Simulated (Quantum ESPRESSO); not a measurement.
Band energies of CsSrF$_{3}$

```
CELL_PARAMETERS angstrom
      4.76325     0.00000     0.00000
      0.00000     4.76325     0.00000
      0.00000     0.00000     4.76325
ATOMIC_POSITIONS crystal
  F  0.00000 0.50000 0.50000
  F  0.50000 0.00000 0.50000
  F  0.50000 0.50000 0.00000
  Sr 0.50000 0.50000 0.50000
  Cs 0.00000 0.00000 0.00000
```

PBEsol (Quantum ESPRESSO, PseudoDojo norm-conserving, 84 Ry, with spin-orbit coupling); path ΓXMΓRX,MR; energies in eV from the valence-band maximum.

| k (1/Å) | point | band 40 | band 41 | band 42 | band 43 | band 44 | band 45 | band 46 | band 47 |
|---|---|---|---|---|---|---|---|---|---|
| 0.00 | Γ | 0.00 | 6.23 | 6.23 | 7.67 | 7.67 | 7.67 | 7.67 | 8.60 |
| 0.22 |  | 0.00 | 6.60 | 6.60 | 7.85 | 7.85 | 7.98 | 7.98 | 8.74 |
| 0.44 |  | -0.01 | 7.39 | 7.39 | 8.25 | 8.25 | 8.73 | 8.73 | 9.11 |
| 0.66 | X | -0.01 | 7.85 | 7.85 | 8.48 | 8.48 | 9.19 | 9.19 | 9.45 |
| 0.88 |  | -0.06 | 8.11 | 8.11 | 8.74 | 8.74 | 8.86 | 8.86 | 9.22 |
| 1.10 |  | -0.07 | 8.35 | 8.35 | 8.45 | 8.45 | 9.03 | 9.03 | 9.10 |
| 1.32 | M | -0.06 | 8.13 | 8.13 | 8.57 | 8.57 | 8.97 | 8.97 | 8.98 |
| 1.69 |  | -0.06 | 7.91 | 7.91 | 8.53 | 8.53 | 8.86 | 8.86 | 9.28 |
| 1.88 |  | -0.05 | 7.18 | 7.18 | 8.20 | 8.20 | 8.44 | 8.44 | 8.75 |
| 2.07 |  | -0.03 | 6.50 | 6.50 | 7.82 | 7.82 | 7.87 | 7.87 | 8.65 |
| 2.25 | Γ | 0.00 | 6.23 | 6.23 | 7.67 | 7.67 | 7.67 | 7.67 | 8.60 |
| 2.42 |  | -0.06 | 6.44 | 6.44 | 7.81 | 7.81 | 7.81 | 7.81 | 8.66 |
| 2.58 |  | -0.17 | 6.99 | 6.99 | 8.18 | 8.18 | 8.19 | 8.19 | 8.81 |
| 2.90 |  | -0.17 | 8.33 | 8.33 | 8.86 | 8.86 | 8.89 | 8.89 | 9.20 |
| 3.07 |  | -0.10 | 8.45 | 8.45 | 8.72 | 8.72 | 8.74 | 8.74 | 9.53 |
| 3.23 |  | -0.06 | 8.42 | 8.42 | 8.52 | 8.52 | 8.53 | 8.53 | 10.08 |
| 3.39 | R | -0.04 | 8.44 | 8.44 | 8.44 | 8.44 | 8.44 | 8.44 | 10.29 |
| 3.55 |  | -0.05 | 8.42 | 8.42 | 8.52 | 8.52 | 8.52 | 8.52 | 10.07 |
| 3.71 |  | -0.09 | 8.41 | 8.41 | 8.73 | 8.73 | 8.75 | 8.75 | 9.53 |
| 4.02 |  | -0.22 | 8.39 | 8.39 | 8.66 | 8.66 | 8.90 | 8.90 | 9.30 |
| 4.17 |  | -0.09 | 8.00 | 8.00 | 8.59 | 8.59 | 8.98 | 8.98 | 9.46 |
| 4.33 | X | -0.01 | 7.85 | 7.85 | 8.48 | 8.48 | 9.19 | 9.19 | 9.45 |
| 4.33 | M | -0.06 | 8.13 | 8.13 | 8.57 | 8.57 | 8.97 | 8.97 | 8.98 |
| 4.49 |  | -0.05 | 8.19 | 8.19 | 8.74 | 8.74 | 8.91 | 8.91 | 8.92 |
| 4.66 |  | -0.05 | 8.31 | 8.31 | 8.74 | 8.74 | 8.75 | 8.75 | 9.24 |
| 4.99 | R | -0.04 | 8.44 | 8.44 | 8.44 | 8.44 | 8.44 | 8.44 | 10.29 |

The PBEsol gap is direct, 6.23 eV at Γ. Another valence extremum on the path lies within 0.02 eV, too close to call.

The cell is held in this high symmetry; tilts and polar distortions were not searched.

Geometry of the Materials Project entry, not relaxed at this level.

The structure is a Materials Project entry; no match was found in the copy of COD used, and its stability was not checked.
